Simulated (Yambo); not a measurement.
G0W0@LDA for Rh₂O₃ (corundum, space group R-3c, No. 167) in Yambo. Reference settings: 2×2×2 Γ-centred k mesh, bands 17 to 185 and a 7 Ry block in the screening, 185 bands in G with the Bruneval-Gonze terminator, plasmon pole fitted at 27.2 eV. The LDA gap Γ → F on this mesh is 0.53 eV; G0W0 gaps are taken between the same points.

With and without the terminator, as bands are cut:

```
bands in G (in W)  gap, terminator (eV)  gap, none (eV)  valence shift, terminator (eV)  valence shift, none (eV)
-----------------  --------------------  --------------  ------------------------------  ------------------------
71 (71)                           1.067           1.056                           0.473                     0.824
90 (90)                           1.087           1.117                           0.419                     0.770
117 (117)                         1.068           1.084                           0.375                     0.726
151 (151)                         1.046           1.047                           0.310                     0.621
185 (185)                         1.043           1.054                           0.269                     0.526
```

Over this range the gap spans 0.044 eV with the terminator and 0.070 eV without, the valence shift 0.204 eV and 0.298 eV. Neither column has reached its limit for certain.

Spin-orbit coupling is not included.

Geometry of the Materials Project entry, not relaxed at this level; primitive cell a = 5.4997 Å, b = 5.4997 Å, c = 5.4997 Å, α = 55.76°, β = 55.76°, γ = 55.76°.

A shift is the quasiparticle energy of the state minus its LDA energy.
